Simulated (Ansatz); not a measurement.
Task: Bi (A7 (α-As type), R-3m) is relaxed with plane-wave PAW PBEsol (Ansatz code). What lattice parameters of the conventional cell result?

Result: a = 4.525 Å, c = 11.649 Å.

Task: Give the free coordinates with the occupied sites.

Result: In one choice of origin and axes:

```tsv
atom	site	symmetry	x	y	z
Bi	6c	3m	0.0000	0.0000	0.2367
```

Symmetry was held in the PBEsol relaxation; of distortions, only those at the zone centre were tested. Axis ratios of metals converge slowly with the k-mesh, so a and c are less sure than the volume. Spin–orbit coupling is left out wherever it is not named.

Potentials: the earlier of the program's two PAW sets.
